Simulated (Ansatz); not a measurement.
Here is the system:

TaAs:
```cif
data_As2Ta2
_chemical_formula_sum 'Ta2 As2'
_space_group_name_H-M_alt 'P 1'
_space_group_IT_number 1
_cell_length_a 6.35788
_cell_length_b 6.35788
_cell_length_c 6.35788
_cell_angle_alpha 148.395
_cell_angle_beta 148.395
_cell_angle_gamma 45.303
loop_
_space_group_symop_operation_xyz
  'x, y, z'
loop_
_atom_site_label
_atom_site_type_symbol
_atom_site_fract_x
_atom_site_fract_y
_atom_site_fract_z
_atom_site_occupancy
Ta1 Ta 0.99912 0.99912 0.00000 1
Ta2 Ta 0.74912 0.24912 0.50000 1
As1 As 0.41688 0.41688 0.00000 1
As2 As 0.16688 0.66688 0.50000 1
```

This is the PBE-relaxed structure.

Question: All from DFT-PBE in the program Ansatz with PAW potentials, unless another level is named. Estimate the electronic character.

Answer: no gap, with almost no states at the Fermi level (zero-gap or semimetallic).

Question: Next, the formation energy from the elements (no fitted shifts)?

Answer: -53 kJ/mol-atom.

Space group I4_1md. The PBE relaxation kept the symmetry of its start. The run is not spin-polarised. A small band overlap can be real or an error of a semilocal functional. The references are the lowest solids computed at this level, not always the standard phases. Scalar-relativistic: spin–orbit coupling is off unless named, which matters more the heavier the elements.

Potentials: the later of the program's two PAW sets.
